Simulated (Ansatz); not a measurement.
## Band table of ZrIn

```yaml
crystal:
  lattice:
    - [2.40958, 0.00000, 0.00000]
    - [0.00000, 2.40958, 0.00000]
    - [0.00000, 0.00000, 3.78344]
  atoms:
    - { symbol: Zr, position: [0.00000, 0.00000, 0.00000] }
    - { symbol: In, position: [0.50000, 0.50000, 0.50000] }
```

The base volume is that of a database entry, with shape and atoms relaxed on PAW files at held volume, so it needn't be at zero pressure; the structure needn't be the stable phase, at rest or compressed.

All numbers are LDA results (scalar-relativistic) from Ansatz 0.2.0, with a Γ-centred 12×12×8 k mesh, Fermi–Dirac smearing of 0.05 eV, no spin polarisation. Methods: LAPW: all electrons, basis error target 1 meV/atom.

This run: volume at 0.5 of the series' base cell.

Path points, in fractions of the reciprocal vectors: Γ (0.000, 0.000, 0.000), X (0.000, 0.500, 0.000), M (0.500, 0.500, 0.000), Z (0.000, 0.000, 0.500), R (0.000, 0.500, 0.500), A (0.500, 0.500, 0.500). Levels in eV from the Fermi level; bands 21 to 35, counted from the lowest band of the run. The gap is zero, the pressure 268.1 GPa.

```
# k(1/Å) point b21 b22 b23 b24 b25 b26 b27 b28 b29 b30 b31 b32 b33 b34 b35
0.000 Γ -24.49 -24.49 -19.54 -18.79 -16.68 -16.68 -15.98 -13.65 -3.91 -3.31 0.34 5.46 5.46 9.63 11.04
0.217 - -24.95 -24.45 -19.42 -18.65 -16.73 -16.66 -16.06 -13.44 -3.64 -2.87 -0.34 5.48 5.65 8.54 9.85
0.435 - -26.09 -24.36 -19.21 -18.19 -16.88 -16.62 -16.26 -12.86 -3.33 -1.92 -1.35 5.52 6.37 6.75 7.55
0.652 - -27.45 -24.22 -19.03 -17.47 -17.04 -16.56 -16.53 -11.97 -3.67 -3.00 0.05 5.02 5.57 5.97 7.60
0.869 - -27.39 -24.09 -18.87 -17.17 -16.78 -16.73 -16.51 -10.72 -5.15 -2.66 -0.83 3.64 5.63 6.99 9.16
1.086 - -27.29 -23.98 -18.77 -17.24 -16.96 -16.46 -16.20 -9.18 -6.14 -3.10 -2.21 2.76 5.67 8.46 10.72
1.304 X -27.26 -23.95 -18.73 -17.26 -17.03 -16.45 -16.02 -8.16 -6.49 -4.29 -2.17 2.46 5.68 8.70 11.28
1.521 - -27.19 -24.33 -18.54 -17.32 -17.22 -16.60 -16.03 -7.80 -6.19 -4.40 -1.47 1.56 4.80 10.00 11.06
1.738 - -26.99 -25.31 -18.02 -17.71 -17.48 -17.00 -16.06 -6.83 -5.36 -4.79 0.16 0.38 3.14 10.19 12.55
1.956 - -26.71 -26.52 -18.28 -17.72 -17.48 -17.35 -16.02 -5.48 -5.45 -4.14 -0.72 1.57 2.70 9.02 10.49
2.173 - -27.63 -26.40 -18.77 -18.00 -17.92 -16.97 -15.69 -6.22 -3.83 -2.72 -1.04 0.36 3.63 7.96 9.48
2.390 - -28.39 -26.16 -19.11 -18.22 -18.21 -16.94 -15.18 -6.72 -2.13 -1.32 -1.07 -0.37 2.46 5.90 10.47
2.608 M -28.66 -26.07 -19.22 -18.31 -18.31 -16.96 -14.96 -6.89 -1.05 -1.05 -0.62 -0.62 1.42 4.98 9.74
2.915 - -28.44 -26.25 -18.99 -18.21 -18.04 -16.91 -15.40 -6.67 -3.10 -1.59 -0.42 -0.34 2.77 6.69 11.09
3.222 - -27.83 -26.67 -18.38 -17.92 -17.44 -16.93 -16.43 -7.76 -3.59 -2.84 0.18 1.32 3.51 7.39 9.92
3.530 - -27.13 -26.89 -17.64 -17.60 -17.52 -17.17 -16.90 -10.14 -3.16 -1.61 1.20 1.51 3.21 5.99 9.02
3.837 - -26.01 -25.81 -18.61 -17.96 -17.10 -16.67 -16.67 -12.02 -2.35 -1.27 -1.02 2.65 4.29 8.04 9.22
4.144 - -24.95 -24.87 -19.29 -18.55 -16.79 -16.65 -16.15 -13.22 -3.12 -2.68 -0.76 4.38 6.83 7.52 10.15
4.451 Γ -24.49 -24.49 -19.54 -18.79 -16.68 -16.68 -15.98 -13.65 -3.91 -3.31 0.34 5.46 5.46 9.63 11.04
4.590 - -24.49 -24.49 -19.53 -18.77 -16.66 -16.66 -15.98 -13.49 -3.94 -3.40 0.11 5.21 5.21 9.62 11.24
4.728 - -24.51 -24.51 -19.53 -18.72 -16.61 -16.61 -15.98 -13.01 -4.01 -3.68 -0.52 4.62 4.62 9.59 11.58
4.867 - -24.53 -24.53 -19.52 -18.65 -16.54 -16.54 -15.98 -12.27 -4.17 -4.11 -1.33 3.98 3.98 9.55 11.97
5.005 - -24.55 -24.55 -19.51 -18.58 -16.47 -16.47 -15.98 -11.36 -4.89 -4.20 -2.04 3.45 3.45 9.52 11.63
5.143 - -24.57 -24.57 -19.51 -18.54 -16.42 -16.42 -15.98 -10.48 -5.70 -4.27 -2.48 3.11 3.11 9.49 11.45
5.282 Z -24.58 -24.58 -19.50 -18.52 -16.40 -16.40 -15.98 -10.06 -6.11 -4.30 -2.62 2.99 2.99 9.48 11.39
5.499 - -25.00 -24.53 -19.40 -18.42 -16.56 -16.41 -16.07 -10.08 -5.69 -3.87 -2.33 2.21 3.18 8.79 11.71
5.716 - -26.06 -24.41 -19.19 -18.09 -16.95 -16.42 -16.30 -10.11 -4.77 -2.85 -1.19 0.57 3.69 7.28 11.79
5.934 - -27.35 -24.25 -19.00 -17.55 -17.42 -16.60 -16.44 -10.03 -3.75 -1.79 -1.15 0.87 4.43 5.69 11.34
6.151 - -27.45 -24.07 -18.86 -17.85 -17.04 -16.89 -16.47 -9.64 -2.78 -2.75 -0.64 2.75 4.41 5.26 9.68
6.368 - -27.20 -23.94 -18.78 -18.14 -17.09 -16.75 -16.49 -8.90 -4.14 -2.01 0.51 3.33 3.58 5.94 8.39
6.586 R -27.10 -23.89 -18.75 -18.24 -17.16 -16.67 -16.50 -8.40 -4.83 -1.70 1.13 3.18 3.30 6.22 7.93
6.803 - -27.06 -24.31 -18.55 -18.16 -17.27 -16.63 -16.58 -8.32 -4.75 -1.01 -0.42 3.21 4.46 5.22 7.76
7.020 - -26.96 -25.35 -17.99 -17.99 -17.53 -16.79 -16.52 -8.08 -4.67 -2.72 0.80 3.39 3.88 6.02 7.20
7.237 - -26.82 -26.61 -17.86 -17.80 -17.24 -17.06 -16.30 -7.66 -4.89 -4.82 2.41 3.45 4.68 6.17 7.73
7.455 - -27.75 -26.68 -18.13 -17.64 -17.29 -16.70 -15.81 -7.09 -6.48 -5.44 2.72 4.09 4.68 7.72 8.67
7.672 - -28.52 -26.58 -18.31 -17.53 -17.44 -16.50 -15.21 -7.55 -6.48 -5.98 2.76 3.20 5.48 7.76 9.41
7.889 A -28.80 -26.54 -18.37 -17.50 -17.50 -16.45 -14.96 -7.93 -6.19 -6.19 2.55 2.77 7.20 7.46 7.46
8.197 - -28.58 -26.62 -18.25 -17.53 -17.43 -16.54 -15.44 -7.20 -6.94 -5.57 2.73 3.81 4.84 8.01 10.07
8.504 - -27.95 -26.88 -17.91 -17.55 -17.23 -16.79 -16.52 -8.38 -5.26 -4.04 2.23 3.10 6.12 6.86 7.33
8.811 - -27.00 -26.99 -17.70 -17.53 -17.41 -17.03 -16.97 -9.52 -3.15 -2.06 0.98 2.23 2.26 4.60 10.49
9.119 - -25.90 -25.89 -18.67 -17.87 -17.06 -16.69 -16.61 -10.03 -3.45 -1.11 -0.64 0.10 2.21 5.15 13.45
9.426 - -24.96 -24.95 -19.29 -18.33 -16.63 -16.48 -16.15 -10.10 -5.25 -3.44 -2.09 2.08 2.67 8.05 12.37
9.733 Z -24.58 -24.58 -19.50 -18.52 -16.40 -16.40 -15.98 -10.06 -6.11 -4.30 -2.62 2.99 2.99 9.48 11.39
```
